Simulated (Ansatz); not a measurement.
NiSi2 (fluorite type, space group Fm-3m)

```
NiSi2
1.0
    0.00000     2.72225     2.72225
    2.72225     0.00000     2.72225
    2.72225     2.72225     0.00000
Ni Si
1 2
Cartesian
  0.00000   0.00000   0.00000
  1.36113   1.36113   1.36113
  4.08338   4.08338   4.08338
```

The slice is a {100} plane (indices of the conventional cell) through the point (0.250, 0.250, 0.250) (fractional), spanned by u = [100] and v = [0 1 -1] in vectors of this cell: u (3.85 Å) and v (3.85 Å, at 90° to u). It covers one period; positions are fractions (u, v).

All values below come from PBE (plane waves to 420 eV, PAW, scalar-relativistic; Ansatz, a quantum-chemistry and plane-wave program). k mesh 15×15×15. Near the nuclei the fields are pseudised (PAW); where an atom keeps semicore shells as valence, they peak there. NiSi2 is run without spin polarisation. NiSi2 was relaxed with its symmetry unable to fall.

Task: Sketch the electron localisation function (ELF) on this plane as a map.

Result: 
```tsv
v \ u	0.00	0.10	0.20	0.30	0.40	0.50	0.60	0.70	0.80	0.90
0.90	x	0.38	0.67	0.58	0.40	0.35	0.40	0.58	0.67	0.37
0.80	0.61	0.67	0.67	0.60	0.58	0.59	0.58	0.60	0.67	0.67
0.70	0.59	0.58	0.60	0.67	0.67	0.61	0.67	0.67	0.60	0.58
0.60	0.35	0.40	0.58	0.67	0.38	x	0.37	0.67	0.58	0.40
0.50	0.27	0.35	0.59	0.62	x	x	x	0.61	0.59	0.35
0.40	0.35	0.40	0.58	0.67	0.38	x	0.37	0.67	0.58	0.40
0.30	0.59	0.58	0.60	0.67	0.67	0.61	0.67	0.67	0.60	0.58
0.20	0.61	0.67	0.67	0.60	0.58	0.59	0.58	0.60	0.67	0.67
0.10	x	0.38	0.67	0.58	0.40	0.35	0.40	0.58	0.67	0.37
0.00	x	x	0.62	0.59	0.35	0.27	0.35	0.59	0.61	x
```

Values: electron localisation function (ELF). Points within 0.5 Å of a nucleus are blanked (x), as the pseudised field means little there.
